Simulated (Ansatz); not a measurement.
The elements of this relaxed trial crystal are hidden behind letters.

```
lattice vectors (Å)
   4.1853    0.0000    0.0000
  -2.0926    3.6246    0.0000
   0.0000    0.0000    2.6475
fractional positions
X 0.3333 0.6667 0.3857
X 0.6667 0.3333 0.6143
Z 0.0000 0.0000 0.0000
```

The calculation used Ansatz, DFT PBE, scalar-relativistic, plane waves, PAW. Settings of the last relaxation (3-atom cell): 420 eV, 12×12×18 k points, Gaussian smearing of 0.10 eV, collinear spin.

```
Space group                                 : P-3m1 (No. 164)
Conventional cell                           : a = 4.185 Å, c = 2.648 Å
Volume per atom                             : 13.39 Å³
Density                                     : 12.68 g/cm³
Energy over the elements                    : −0.06 eV/atom
Gap on the 12×12×18 mesh of the 3-atom cell : 0 eV (a metal)
Net moment per atom                         : 1.97 μB
```

Energies are uncorrected and count from the elements' standard states at the same level.

Problem. X is a d-block element of period 4 and Z is a d-block element of period 6. Which elements are they?

Solution. X = Fe, Z = Pt, so the formula is Fe2Pt. Density times volume gives a mean mass of 12.68 × 13.39/1.6605 = 102.2 u per atom, and this set has 102.3 u. Fe has 3 Fe at 2.49 Å, 3 Pt at 2.62 Å, 2 Fe at 2.65 Å, 3 Pt at 2.91 Å and 3 Fe at 3.16 Å; around Pt lie 6 Fe at 2.62 Å, 2 Pt at 2.65 Å and 6 Fe at 2.91 Å. Other sets within the hints have nearly the same mass, so mass alone doesn't settle it; this one was computed.

These runs have no spin–orbit coupling, which can matter for Pt. The magnetic state reached may not be the lowest. Symmetry constrained the relaxation, so the result can be a saddle point.
